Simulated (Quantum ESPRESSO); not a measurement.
pw.x input (Quantum ESPRESSO 7.5; PBEsol, PseudoDojo standard norm-conserving files, scalar-relativistic):

```
&CONTROL
  calculation = 'scf'
  pseudo_dir = './pseudo'
  outdir = './out'
  tprnfor = .true.
  tstress = .true.
/
&SYSTEM
  ibrav = 0
  nat = 10
  ntyp = 4
  ecutwfc = 88.0
  ecutrho = 352.0
  occupations = 'smearing'
  smearing = 'fd'
  degauss = 0.002
  nbnd = 48
/
&ELECTRONS
  conv_thr = 1e-09
/
ATOMIC_SPECIES
F 18.9984 F.upf
Na 22.9898 Na.upf
Sc 44.9559 Sc.upf
Rb 85.4678 Rb.upf
CELL_PARAMETERS angstrom
  0.000000000000   4.374530000000   4.374530000000
  4.374530000000   0.000000000000   4.374530000000
  4.374530000000   4.374530000000   0.000000000000
ATOMIC_POSITIONS crystal
F   0.766770000000   0.233230000000   0.233230000000
F   0.233230000000   0.766770000000   0.766770000000
F   0.233230000000   0.766770000000   0.233230000000
F   0.766770000000   0.233230000000   0.766770000000
F   0.233230000000   0.233230000000   0.766770000000
F   0.766770000000   0.766770000000   0.233230000000
Na   0.500000000000   0.500000000000   0.500000000000
Sc   0.000000000000   0.000000000000   0.000000000000
Rb   0.750000000000   0.750000000000   0.750000000000
Rb   0.250000000000   0.250000000000   0.250000000000
K_POINTS automatic
6 6 6 0 0 0
```

End of the output:

```
     total energy              =    -592.21676939 Ry
     estimated scf accuracy    <       0.00000034 Ry
     total energy              =    -592.21676948 Ry
     estimated scf accuracy    <          5.9E-09 Ry
     total energy              =    -592.21676949 Ry
     estimated scf accuracy    <          2.3E-09 Ry
[...]
     the Fermi energy is     5.2488 ev
!    total energy              =    -592.21676949 Ry
     estimated scf accuracy    <          8.7E-11 Ry
     smearing contrib. (-TS)   =       0.00000000 Ry
     internal energy E=F+TS    =    -592.21676949 Ry
     The total energy is F=E-TS. E is the sum of the following terms:
     one-electron contribution =    -294.19774118 Ry
     hartree contribution      =     183.99932799 Ry
     xc contribution           =    -122.94496642 Ry
     ewald contribution        =    -359.07338988 Ry
     convergence has been achieved in  10 iterations
     Forces acting on atoms (cartesian axes, Ry/au):
     atom    1 type  1   force =    -0.01092694    0.00000000    0.00000000
     atom    2 type  1   force =     0.01092694    0.00000000    0.00000000
     atom    3 type  1   force =     0.00000000   -0.01092694   -0.00000000
     atom    4 type  1   force =     0.00000000    0.01092694    0.00000000
     atom    5 type  1   force =    -0.00000000    0.00000000   -0.01092694
     atom    6 type  1   force =     0.00000000    0.00000000    0.01092694
     atom    7 type  2   force =    -0.00000000    0.00000000    0.00000000
     atom    8 type  3   force =    -0.00000000   -0.00000000   -0.00000000
     atom    9 type  4   force =     0.00000000   -0.00000000    0.00000000
     atom   10 type  4   force =    -0.00000000    0.00000000    0.00000000
     Total force =     0.026765     Total SCF correction =     0.000007
     Computing stress (Cartesian axis) and pressure
          total   stress  (Ry/bohr**3)                   (kbar)     P=      -28.72
  -0.00019524  -0.00000000  -0.00000000          -28.72       -0.00       -0.00
  -0.00000000  -0.00019524  -0.00000000           -0.00      -28.72       -0.00
  -0.00000000  -0.00000000  -0.00019524           -0.00       -0.00      -28.72
```
In a gapped system the printed Fermi energy is only some level inside the gap.

Geometry of the Materials Project entry, not relaxed at this level.
